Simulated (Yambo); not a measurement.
Absorption of RbCdF3 (cubic perovskite, space group Pm-3m, No. 221) with and without the electron-hole interaction (Yambo, LDA bands; 8×8×8 mesh, 9 valence and 3 conduction bands, static screening with 57 bands and a 3 Ry block, scissor 3.60 eV, Tamm-Dancoff; field along x).

```json
[
 {"E (eV)": "6.15", "Im ε, BSE": "0.15", "Im ε, independent quasiparticles": "0.02"},
 {"E (eV)": "6.25", "Im ε, BSE": "0.18", "Im ε, independent quasiparticles": "0.02"},
 {"E (eV)": "6.35", "Im ε, BSE": "0.23", "Im ε, independent quasiparticles": "0.02"},
 {"E (eV)": "6.45", "Im ε, BSE": "0.29", "Im ε, independent quasiparticles": "0.02"},
 {"E (eV)": "6.55", "Im ε, BSE": "0.39", "Im ε, independent quasiparticles": "0.02"},
 {"E (eV)": "6.65", "Im ε, BSE": "0.54", "Im ε, independent quasiparticles": "0.03"},
 {"E (eV)": "6.75", "Im ε, BSE": "0.81", "Im ε, independent quasiparticles": "0.03"},
 {"E (eV)": "6.85", "Im ε, BSE": "1.33", "Im ε, independent quasiparticles": "0.03"},
 {"E (eV)": "6.95", "Im ε, BSE": "2.45", "Im ε, independent quasiparticles": "0.03"},
 {"E (eV)": "7.05", "Im ε, BSE": "4.41", "Im ε, independent quasiparticles": "0.04"},
 {"E (eV)": "7.15", "Im ε, BSE": "4.65", "Im ε, independent quasiparticles": "0.04"},
 {"E (eV)": "7.25", "Im ε, BSE": "2.73", "Im ε, independent quasiparticles": "0.04"},
 {"E (eV)": "7.35", "Im ε, BSE": "1.59", "Im ε, independent quasiparticles": "0.05"},
 {"E (eV)": "7.45", "Im ε, BSE": "1.14", "Im ε, independent quasiparticles": "0.05"},
 {"E (eV)": "7.55", "Im ε, BSE": "1.08", "Im ε, independent quasiparticles": "0.06"},
 {"E (eV)": "7.65", "Im ε, BSE": "1.28", "Im ε, independent quasiparticles": "0.07"},
 {"E (eV)": "7.75", "Im ε, BSE": "1.40", "Im ε, independent quasiparticles": "0.09"},
 {"E (eV)": "7.85", "Im ε, BSE": "1.49", "Im ε, independent quasiparticles": "0.11"},
 {"E (eV)": "7.95", "Im ε, BSE": "1.98", "Im ε, independent quasiparticles": "0.15"},
 {"E (eV)": "8.05", "Im ε, BSE": "2.45", "Im ε, independent quasiparticles": "0.20"},
 {"E (eV)": "8.15", "Im ε, BSE": "2.88", "Im ε, independent quasiparticles": "0.26"},
 {"E (eV)": "8.25", "Im ε, BSE": "2.76", "Im ε, independent quasiparticles": "0.37"},
 {"E (eV)": "8.35", "Im ε, BSE": "1.90", "Im ε, independent quasiparticles": "0.53"},
 {"E (eV)": "8.45", "Im ε, BSE": "1.25", "Im ε, independent quasiparticles": "0.64"},
 {"E (eV)": "8.55", "Im ε, BSE": "0.95", "Im ε, independent quasiparticles": "0.68"},
 {"E (eV)": "8.65", "Im ε, BSE": "0.86", "Im ε, independent quasiparticles": "0.69"},
 {"E (eV)": "8.75", "Im ε, BSE": "0.84", "Im ε, independent quasiparticles": "0.70"},
 {"E (eV)": "8.85", "Im ε, BSE": "0.82", "Im ε, independent quasiparticles": "0.65"},
 {"E (eV)": "8.95", "Im ε, BSE": "0.85", "Im ε, independent quasiparticles": "0.74"},
 {"E (eV)": "9.05", "Im ε, BSE": "0.83", "Im ε, independent quasiparticles": "1.01"},
 {"E (eV)": "9.15", "Im ε, BSE": "0.73", "Im ε, independent quasiparticles": "1.22"},
 {"E (eV)": "9.25", "Im ε, BSE": "0.61", "Im ε, independent quasiparticles": "1.36"},
 {"E (eV)": "9.35", "Im ε, BSE": "0.56", "Im ε, independent quasiparticles": "1.34"},
 {"E (eV)": "9.45", "Im ε, BSE": "0.57", "Im ε, independent quasiparticles": "1.23"},
 {"E (eV)": "9.55", "Im ε, BSE": "0.58", "Im ε, independent quasiparticles": "1.08"},
 {"E (eV)": "9.65", "Im ε, BSE": "0.61", "Im ε, independent quasiparticles": "1.13"},
 {"E (eV)": "9.75", "Im ε, BSE": "0.59", "Im ε, independent quasiparticles": "1.50"},
 {"E (eV)": "9.85", "Im ε, BSE": "0.61", "Im ε, independent quasiparticles": "2.02"},
 {"E (eV)": "9.95", "Im ε, BSE": "0.54", "Im ε, independent quasiparticles": "2.04"},
 {"E (eV)": "10.05", "Im ε, BSE": "0.48", "Im ε, independent quasiparticles": "1.74"},
 {"E (eV)": "10.15", "Im ε, BSE": "0.43", "Im ε, independent quasiparticles": "1.63"},
 {"E (eV)": "10.25", "Im ε, BSE": "0.45", "Im ε, independent quasiparticles": "1.54"},
 {"E (eV)": "10.35", "Im ε, BSE": "0.48", "Im ε, independent quasiparticles": "1.36"},
 {"E (eV)": "10.45", "Im ε, BSE": "0.48", "Im ε, independent quasiparticles": "1.29"},
 {"E (eV)": "10.55", "Im ε, BSE": "0.54", "Im ε, independent quasiparticles": "1.34"},
 {"E (eV)": "10.65", "Im ε, BSE": "0.58", "Im ε, independent quasiparticles": "1.24"},
 {"E (eV)": "10.75", "Im ε, BSE": "0.70", "Im ε, independent quasiparticles": "1.14"},
 {"E (eV)": "10.85", "Im ε, BSE": "0.76", "Im ε, independent quasiparticles": "1.20"},
 {"E (eV)": "10.95", "Im ε, BSE": "0.91", "Im ε, independent quasiparticles": "1.17"},
 {"E (eV)": "11.05", "Im ε, BSE": "1.01", "Im ε, independent quasiparticles": "1.07"}
]
```

The scissor comes from a G0W0 run whose convergence isn't established. Broadening 0.15 eV. The band window holds all transitions up to 11.1 eV. Fine structure above the onset can come from the mesh.

Spin-orbit splittings are left out. The cell is held in this high symmetry; tilts and polar distortions were not searched.

Geometry of the Materials Project entry, not relaxed at this level; primitive cell a = b = c = 4.425 Å, α = β = γ = 90.00°.

The structure is a Materials Project entry; no match was found in the copy of COD used, and its stability was not checked.
